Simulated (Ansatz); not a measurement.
A relaxed cell of Fe (Im-3m (No. 229)), relaxed on a k-mesh at least as fine as the one used below. Level of theory: PBE (plane waves to 420 eV, PAW, scalar-relativistic; Ansatz, a program for electronic structure). Γ-centred k-mesh 16×16×8 on the run's cell (coarser than for final values), Fermi–Dirac smearing 0.05 eV.

```
CELL_PARAMETERS angstrom
     -1.41580     1.41580     1.41580
      1.41580    -1.41580     1.41580
      2.83160     2.83160    -2.83160
ATOMIC_POSITIONS crystal
  Fe 0.00000 0.00000 0.00000
  Fe 0.00000 0.00000 0.50000
```
Spin-polarised start, with parallel moments on Fe.

The atoms are displaced by (Å):

| atom | ux | uy | uz |
|---|---|---|---|
| Fe1 | -0.111 | 0.081 | -0.013 |
| Fe2 | 0.101 | 0.015 | 0.051 |

Q: What forces (eV/Å) and pressure result?

A: 
```csv
atom,Fx,Fy,Fz
Fe1,1.23,0.33,0.29
Fe2,-1.23,-0.33,-0.29
```

Pressure +2.6 GPa.

Q: Estimate the energy cost of the displacement in the harmonic approximation and compare with the calculation.

A: For a harmonic well ΔE = −½ Σ F·u = 0.129 eV a cell, or 64 meV/atom. The calculated energy relative to the undisplaced cell is +0.06 eV/atom, so the harmonic estimate holds well.

Spin state reached: ferromagnetic (net 2.17 μB/atom), from parallel starting moments; other spin orders were not run from this start.

The run that gave the undisplaced cell could not lose the symmetry of its start; a randomly shaken copy of 2 atoms returns to this structure.
